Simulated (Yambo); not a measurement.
G0W0@LDA for TaAgO3 (space group R-3c, No. 167) in Yambo. Reference settings: 2×2×2 Γ-centred k mesh, bands 11 to 207 and a 7 Ry block in the screening, 207 bands in G with the Bruneval-Gonze terminator, plasmon pole fitted at 27.2 eV. The LDA gap L → F on this mesh is 1.89 eV; G0W0 gaps are taken between the same points.

Gap (L → F) in eV against the number of bands and the screening block, terminator on:

```json
[
 {"bands (W and G)": "72", "2 Ry": "4.778", "3 Ry": "4.614", "4 Ry": "4.437", "6 Ry": "4.350", "7 Ry": "4.327"},
 {"bands (W and G)": "96", "2 Ry": "4.391", "3 Ry": "4.206", "4 Ry": "4.016", "6 Ry": "3.942", "7 Ry": "3.931"},
 {"bands (W and G)": "127", "2 Ry": "4.252", "3 Ry": "4.059", "4 Ry": "3.870", "6 Ry": "3.798", "7 Ry": "3.790"},
 {"bands (W and G)": "167", "2 Ry": "4.190", "3 Ry": "3.992", "4 Ry": "3.795", "6 Ry": "3.722", "7 Ry": "3.721"},
 {"bands (W and G)": "207", "2 Ry": "4.164", "3 Ry": "3.960", "4 Ry": "3.757", "6 Ry": "3.685", "7 Ry": "3.683"}
]
```

Rough cost of the Yambo step against the reference (shared machines):

```
bands (W and G)  2 Ry  3 Ry  4 Ry  6 Ry  7 Ry
---------------  ----  ----  ----  ----  ----
72                1/4   1/3   1/3   1/3   1/2
96                1/2   1/2   1/2   1/2   1/2
127                ~1    ~1   1/2   1/2    ~1
167                ~1    ~1    ~1    ~1    ~1
207                ~1    ~1    ~1    ~1     1
```

At the largest block the last step in bands moves the gap by -0.038 eV; at the most bands the last step in the block moves it by -0.002 eV.

The mesh misses a band edge: along a dense path the LDA gap is 1.82 eV against 1.89 eV on the mesh.

Without spin-orbit coupling, band edges of such heavy elements can be off by tenths of an eV.

Geometry of the Materials Project entry, not relaxed at this level; primitive cell a = b = c = 5.6510 Å, α = β = γ = 59.12°.

The structure is a Materials Project entry; no match was found in the copy of COD used, and its stability was not checked.
